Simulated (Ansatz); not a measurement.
The elements of this relaxed crystal are hidden behind letters.

```
lattice vectors (Å)
  -2.8264    2.8264    2.3844
   2.8264   -2.8264    2.3844
   2.8264    2.8264   -2.3844
fractional positions
X 0.6660 0.1660 0.8320
X 0.3340 0.8340 0.1680
X 0.8340 0.6660 0.5000
X 0.1660 0.3340 0.5000
Z 0.7500 0.7500 0.0000
Z 0.2500 0.2500 0.0000
```

These are results of Ansatz 0.2.0, DFT PBE, scalar-relativistic, plane waves, PAW, not measurements. The final run on the 6-atom cell used 420 eV, a Γ-centred 10×10×10 mesh, 0.10 eV smearing and no spin polarisation.

- Space group: I4/mcm (No. 140)
- Conventional cell: a = 5.653 Å, c = 4.769 Å
- Volume per atom: 12.70 Å³
- Density: 4.64 g/cm³
- Energy over the elements: −0.40 eV/atom
- Gap on the 10×10×10 mesh of the 6-atom cell: 0 eV (a metal)

Energies are uncorrected and count from the elements' standard states at the same level.

Task: X is a d-block element of period 4 and Z is a p-block element of period 2. Which elements are they?

Result: X = Ti, Z = B, so the formula is Ti2B. Density times volume gives a mean mass of 4.64 × 12.70/1.6605 = 35.5 u per atom, and this set has 35.5 u. Among the elements that the hints allow, noble gases aside, only these give it. Ti is surrounded by 4 B at 2.42 Å, 3 Ti at 2.65–2.74 Å and 8 Ti at 2.98–3.03 Å; around B lie 2 B at 2.38 Å and 8 Ti at 2.42 Å.

Symmetry constrained the relaxation, so the result can be a saddle point.
